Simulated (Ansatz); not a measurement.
Data:

Cs:
```cif
data_Cs4
_chemical_formula_sum 'Cs4'
_space_group_name_H-M_alt 'Fm-3m'
_space_group_IT_number 225
_space_group_name_Hall '-F 4 2 3'
_cell_length_a 7.56971
_cell_length_b 7.56971
_cell_length_c 7.56971
_cell_angle_alpha 90.000
_cell_angle_beta 90.000
_cell_angle_gamma 90.000
loop_
_atom_site_label
_atom_site_type_symbol
_atom_site_symmetry_multiplicity
_atom_site_Wyckoff_symbol
_atom_site_fract_x
_atom_site_fract_y
_atom_site_fract_z
_atom_site_occupancy
Cs1 Cs 4 a 0.00000 0.00000 0.00000 1
```
(The calculation used a cell of 1 atom; values per cell refer to that cell.)

This is the PBEsol-relaxed structure.

Task: All from plane-wave PAW PBEsol (Ansatz code), unless another level is named. Predict the Debye temperature from the elastic constants.

Result: 42.7 K.

Task: Give the elastic constants (relaxed ions, GPa).

Result: C11 = 2.4, C12 = 1.9, C44 = 1.6.

The first step of the workflow began from a Materials Project structure, measured or hypothetical; the Crystallography Open Database files this formula in space group No. 225, but the cells were not matched. It is not the phase usual at ambient conditions (space group No. 229). The PBEsol relaxation kept the symmetry of its start; its stability against distortions is not shown here. As this level gives no gap, shear constants depend on the k-mesh and smearing (Fermi–Dirac, 0.1 eV here). Scalar-relativistic: spin–orbit coupling is off unless named, which matters more the heavier the elements.

Potentials: the later of the program's two PAW sets.
